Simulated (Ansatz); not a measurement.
An element in the bcc structure gives these cold pressures by all-electron LAPW under LDA (Ansatz 0.2.0, scalar-relativistic, no spin polarisation).

```json
{"V (Å³/atom)": "10.93", "P (GPa)": "-0.01"}
{"V (Å³/atom)": "10.39", "P (GPa)": "10.88"}
{"V (Å³/atom)": "9.29", "P (GPa)": "45.4"}
{"V (Å³/atom)": "8.20", "P (GPa)": "109.3"}
{"V (Å³/atom)": "7.11", "P (GPa)": "231.9"}
{"V (Å³/atom)": "6.01", "P (GPa)": "480.6"}
{"V (Å³/atom)": "4.92", "P (GPa)": "1032"}
{"V (Å³/atom)": "4.37", "P (GPa)": "1558"}
```

Problem. Which element is it?

Solution. Cu. Its zero-pressure volume in this structure is near 10.9 Å³/atom; the volume and the steepness of P(V) together point to it, though neighbours can come close. Neighbours weren't tried against these numbers.
